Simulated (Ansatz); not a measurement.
Input, command and steps of an Ansatz relaxation.

```yaml
crystal:
  lattice:
    - [4.0743318495, 0.0, 0.0]
    - [0.0, 4.0743318495, 0.0]
    - [0.0, 0.0, 5.0426572026]
  atoms:
    - { symbol: Pb, position: [0.0, 0.5, 0.2377510646] }
    - { symbol: Pb, position: [0.5, 0.0, 0.7622489354] }
    - { symbol: O, position: [0.0, 0.0, 0.0] }
    - { symbol: O, position: [0.5, 0.5, 0.0] }
basis:
  ecutwfc: 420
kpoints:
  mp_grid: { grid: [8, 8, 6] }
hamiltonian:
  xc: pbe
  dispersion: d3bj
scf:
  occupations: { method: gaussian, width: 0.02 }
output:
  forces: true
  stress: true
  eigenvalues: true
  write_density: true
  write_potential: true
  elf: true
  volumetric_format: npy
relax:
  adjacent_minimum: "off"
  f_tol: 0.01
  max_steps: 30
  cell: { stress_tol: 0.1, fix: [volume] }
```

```bash
ansatz run input.yaml --threads 1 --pin off --max-ram 2560MiB --backend cpu --events-out ev --progress --plain --runs-dir out
```

These are results of DFT PBE+D3(BJ), scalar-relativistic, plane waves, PAW (Ansatz 0.2.0), not measurements.

The volume is held at 1.03 times that of the relaxed cell.

Of 6 frames 5 are shown, positions in Å and forces in eV/Å; the SCF threshold varies from step to step. Steps run on the plane waves of an earlier cell, with a Pulay correction in the pressure. The basis is chosen afresh for the last frame, the zero of the energies, and at times for earlier ones too; energy and pressure step there, also at an unchanged geometry. The mark taken_back stands on steps that the optimiser undid.

```xyz
4
Lattice="4.0743 0.0000 0.0000 0.0000 4.0743 0.0000 0.0000 0.0000 5.0427" Properties=species:S:1:pos:R:3:forces:R:3 pbc="T T T" step=1 free_energy_over_end_meV_per_atom=3.10 pressure_GPa=-2.14
Pb    0.0000    2.0372    1.1989    0.0000    0.0000   -0.3562
Pb    2.0372    0.0000    3.8438    0.0000    0.0000    0.3562
O     0.0000    0.0000    0.0000    0.0000    0.0000    0.0000
O     2.0372    2.0372    0.0000    0.0000    0.0000    0.0000
4
Lattice="4.0654 0.0000 0.0000 0.0000 4.0654 0.0000 0.0000 0.0000 5.0649" Properties=species:S:1:pos:R:3:forces:R:3 pbc="T T T" step=2 free_energy_over_end_meV_per_atom=5.93 pressure_GPa=0.97 taken_back
Pb    0.0000    2.0327    1.1404    0.0000    0.0000    0.5731
Pb    2.0327    0.0000    3.9245    0.0000    0.0000   -0.5731
O     0.0000    0.0000    0.0000    0.0000    0.0000    0.0000
O     2.0327    2.0327    0.0000    0.0000    0.0000    0.0000
4
Lattice="4.0596 0.0000 0.0000 0.0000 4.0596 0.0000 0.0000 0.0000 5.0793" Properties=species:S:1:pos:R:3:forces:R:3 pbc="T T T" step=3 free_energy_over_end_meV_per_atom=0.32 pressure_GPa=-0.84
Pb    0.0000    2.0298    1.1811    0.0000    0.0000   -0.0051
Pb    2.0298    0.0000    3.8982    0.0000    0.0000    0.0051
O     0.0000    0.0000    0.0000    0.0000    0.0000    0.0000
O     2.0298    2.0298    0.0000    0.0000    0.0000    0.0000
4
Lattice="4.0507 0.0000 0.0000 0.0000 4.0507 0.0000 0.0000 0.0000 5.1016" Properties=species:S:1:pos:R:3:forces:R:3 pbc="T T T" step=4 free_energy_over_end_meV_per_atom=0.14 pressure_GPa=-0.63
Pb    0.0000    2.0254    1.1833    0.0000    0.0000    0.0188
Pb    2.0254    0.0000    3.9183    0.0000    0.0000   -0.0188
O     0.0000    0.0000    0.0000    0.0000    0.0000    0.0000
O     2.0254    2.0254    0.0000    0.0000    0.0000    0.0000
4
Lattice="4.0452 0.0000 0.0000 0.0000 4.0452 0.0000 0.0000 0.0000 5.1155" Properties=species:S:1:pos:R:3:forces:R:3 pbc="T T T" step=6 free_energy_over_end_meV_per_atom=0.00 pressure_GPa=-0.60
Pb    0.0000    2.0226    1.1868    0.0000    0.0000    0.0005
Pb    2.0226    0.0000    3.9287    0.0000    0.0000   -0.0005
O     0.0000    0.0000    0.0000    0.0000    0.0000    0.0000
O     2.0226    2.0226    0.0000    0.0000    0.0000    0.0000
```

The run took 42 s on 1 thread of Arm Neoverse V2 (shared host), peak memory 0.4 GiB.

Spin–orbit coupling is left out, which can shift energies with elements as heavy as these.